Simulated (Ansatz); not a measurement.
Input file for Ansatz (a program for electronic structure):

Ansatz 0.2 input:
```yaml
crystal:
  lattice:
    - [6.4364722157, 0.0, 0.0]
    - [-3.2182361079, 5.5741484496, 0.0]
    - [0.0, 0.0, 5.1766035525]
  atoms:
    - { symbol: Sc, position: [0.8313349535, 0.1686650465, 0.25] }
    - { symbol: Sc, position: [0.662669907, 0.8313349535, 0.75] }
    - { symbol: Sc, position: [0.8313349535, 0.662669907, 0.25] }
    - { symbol: Sc, position: [0.1686650465, 0.8313349535, 0.75] }
    - { symbol: Sc, position: [0.337330093, 0.1686650465, 0.25] }
    - { symbol: Sc, position: [0.1686650465, 0.337330093, 0.75] }
    - { symbol: In, position: [0.3333333333, 0.6666666667, 0.25] }
    - { symbol: In, position: [0.6666666667, 0.3333333333, 0.75] }
kpoints:
  mp_grid: { grid: [8, 8, 8] }
hamiltonian:
  xc: r2scan
  pseudopotentials: { kind: paw }
scf:
  occupations: { method: gaussian, width: 0.1 }
checkpoint: { read: metal.run }
output: { write_density: true, elf: true, volumetric_format: npy }
basis: { fft_grid_basis: typed }
```

Output (shortened):

```
Pseudopotential: Sc, paw, valence charge 11
Pseudopotential: In, paw, valence charge 13
Functional definition: r2SCAN
Crystal: 8 atoms, lattice volume = 185.725 Å³
Basis set: ecut = 500 eV, 4729 PW (Γ), exchange–correlation on 192×192×160 points (64 copies of the dense FFT grid, shifted against one another)
Bands: 56, of which v1, the nominal top of the filled ones, is band 46 counted from 1 (45 counted from 0)
Symmetry: 24 space group operations
Space group: P63/mmc (ITA 194), of the structure as read, at distance tolerance 5.7e-5 Å
k-points: 50 of 512
Stability of the state it starts from, as read at its close in the unpolarized treatment …
iter 1 solved again at ethr=3.12e-7 eV; its pass at ethr=3.10e-3 eV (dr2=2.87e-4 eV) is discarded
SCF iter   1: F=—  HF=-24070.012713 eV  |F-HF|=—  |Δ(HF+E_count)|=         —  Δρ=6.44e-7  dr2=9.84e-10  dr2_τ=4.23e-11  ethr=3.12e-7  ⟨swp⟩=3.2  Hψ=17468  notcnv=0
preconditioner: auto → Kerker (q_TF=auto, 2.427 Å⁻¹)
SCF iter   2: F=—  HF=-24070.012713 eV  |F-HF|=—  |Δ(HF+E_count)|=   1.67e-7  Δρ=4.06e-7  dr2=3.47e-10  dr2_τ=4.58e-11  ethr=1.07e-12  ⟨swp⟩=9.3  Hψ=10928  notcnv=0
SCF iter   3: F=-24070.012713 eV  HF=-24070.012713 eV  |F-HF|=9.46e-11  |Δ(HF+E_count)|=  5.09e-11  Δρ=2.47e-7  dr2=1.39e-10  dr2_τ=6.56e-12  ethr=1.00e-12  ⟨swp⟩=1.0  Hψ=5884  notcnv=0
SCF 1 converged in 3 iterations: F = -24070.012713 eV  dr2 = 1.39e-10
SCF converged after 3 iterations
Free energy (F): -24070.012713 eV
Harris-Foulkes:  -24070.012713 eV  (|F-HF|=9.46e-11)
Internal energy: -24069.924598 eV  (E = F + TS)
E sigma→0 (E₀):  -24069.968656 eV
Entropy (-TS):   -0.088115 eV (-11.014 meV/atom)
Fermi energy:    10.587016 eV
--- Per-component energies (eV) ---
  E_band       = -1055.675698
  E_kinetic    = 2052.035594
  E_local      = -6938.322880  (includes V_loc(G=0)·N_el)
  E_nonlocal   = 1223.847972
  E_hartree    = 2477.671974
  E_xc         = -1005.183495
  E_vxc        = -1066.880080  (∫ρ·V_xc dr)
  E_paw        = -14151.585975  (= ΣΔE_a)
  E_vpaw       = -1353.054917  (= ΣTr[D̂ρ^β])
  E_aug_tail   = 0.000046  (compensation charges beyond the density's cutoff)
  E_vtau       = 71.353648  (kinetic-family band-sum trace: ∫τ·v_τ [+ j·A + Jᵃ·Aᵃ] dr)
  E_ewald      = -7728.887974
  E_core_change = 0.500140  (= ΣΔE_core)
  E_smearing   = -0.088115  (= −TS)
  E_closure    = 0.000000  (closes the sum)
  Σ components = -24070.012713   (vs F -24070.012713, Δ=0.00e0)
  [band-id]    e_kinetic+e_local+e_nonlocal+2·e_hartree+e_vxc+e_vpaw+e_augmentation_tail+e_vtau = -1055.676669   (vs E_band -1055.675698, Δ=-9.72e-4)
--- Band table (eV; the first three rows and the last of 50) ---
  k-point 0: bands = ["-41.3018", "-41.2520", "-41.2520", "-41.2499", "-41.2269", "-41.2269", "-19.1092", "-19.0957", "-19.0128", "-19.0128", "-19.0126", "-18.9845", "-18.9845", "-18.9789", "-18.9789", "-18.8965", "-18.8331", "-18.8331", "-18.7901", …
  k-point 1: bands = ["-41.2998", "-41.2519", "-41.2510", "-41.2510", "-41.2278", "-41.2278", "-19.1051", "-19.0947", "-19.0386", "-19.0386", "-19.0080", "-18.9907", "-18.9907", "-18.9512", "-18.9512", "-18.8923", "-18.8280", "-18.8280", "-18.8004", …
  k-point 2: bands = ["-41.2942", "-41.2576", "-41.2483", "-41.2483", "-41.2306", "-41.2306", "-19.0963", "-19.0921", "-19.0627", "-19.0627", "-19.0175", "-19.0175", "-18.9921", "-18.9059", "-18.9059", "-18.8804", "-18.8295", "-18.8203", "-18.8203", …
  k-point 49: bands = ["-41.2613", "-41.2613", "-41.2541", "-41.2541", "-41.2394", "-41.2394", "-19.0594", "-19.0594", "-19.0263", "-19.0263", "-18.9913", "-18.9913", "-18.9174", "-18.9174", "-18.9049", "-18.9049", "-18.8533", "-18.8533", "-18.8194", …
```

Cost: roughly 50 core-seconds on shared cores.

Space group P6_3/mmc. The workflow started from an entry of the Crystallography Open Database (COD). Whether it is the stable phase at ambient conditions was not checked. The cell was relaxed with r²SCAN under the symmetry of its start; whether a distortion lowers the energy is not shown. No spin polarisation was allowed. Scalar-relativistic: spin–orbit coupling is off unless named, which matters more the heavier the elements.

Potentials: the later of the program's two PAW sets.

Ansatz is a plane-wave DFT program.
